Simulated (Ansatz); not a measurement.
Generalised stacking fault of SnTe (rock salt) on the {100} plane. The cell below holds the perfect crystal with the plane normal along z; tilting its third vector by the shift puts one fault into each cell, between planes 3.20 Å apart, at fixed cell height.

```
SnTe
1.0
    4.53197     0.00000     0.00000
    0.00000     4.53197     0.00000
    2.26598     2.26598     9.61375
Te Sn
3 3
Direct
  0.00000   0.00000   0.83333
  0.33333   0.33333   0.16667
  0.66667   0.66667   0.50000
  0.50000   0.50000   0.83333
  0.83333   0.83333   0.16667
  0.16667   0.16667   0.50000
```

In-plane vectors a = (4.532, 0.000) Å, b = (0.000, 4.532) Å, area 20.54 Å². The shift is s times the vector a + b (length 6.409 Å), so s = 1 restores the start. Atoms relax along the normal only. γ = [E(shift) − E(0)] / area.

These are PBE (plane waves to 420 eV, PAW, scalar-relativistic; Ansatz, a first-principles code) values and carry that method's errors. k mesh 9×9×9 (Γ-centred), Fermi-Dirac smearing 0.05 eV. Energies are extrapolated to zero smearing. As the smearing reaches across the gap at some points, the k mesh leaves noise in γ, roughly 0.02 J/m² as judged from a few cases. Faults lie only 9.6 Å apart, and holding the cell height raises γ above its relaxed value. SnTe was relaxed with its symmetry unable to fall. Spin-orbit coupling is left out, though Te is heavy. The zero of γ is zero shift. The last digit holds for this mesh only.

```csv
s,γ (J/m²)
0.000,0.00
0.083,0.05
0.167,0.17
0.250,0.29
0.333,0.35
0.417,withheld
0.500,withheld
0.583,withheld
0.667,0.35
0.750,0.29
0.833,0.17
0.917,0.05
```

Question: Fit a Fourier form (three harmonics of 1 − cos and sin) to the given rows and predict γ at s = 0.417.

Answer: Least squares on the 9 given rows: γ = (0.173)·[1 − cos(2πs)] + (0.060)·[1 − cos(4πs)] + (-0.003)·[1 − cos(6πs)], in J/m²; root-mean-square residual 0.000 J/m². At 0.417 the fit gives 0.35 J/m²; the calculation gives 0.37 J/m², so the interpolation is off by -0.02 (-5.4 %). 

(The slope of γ gives the shear force per area between the displaced halves; near zero shift its curvature is an elastic stiffness.)
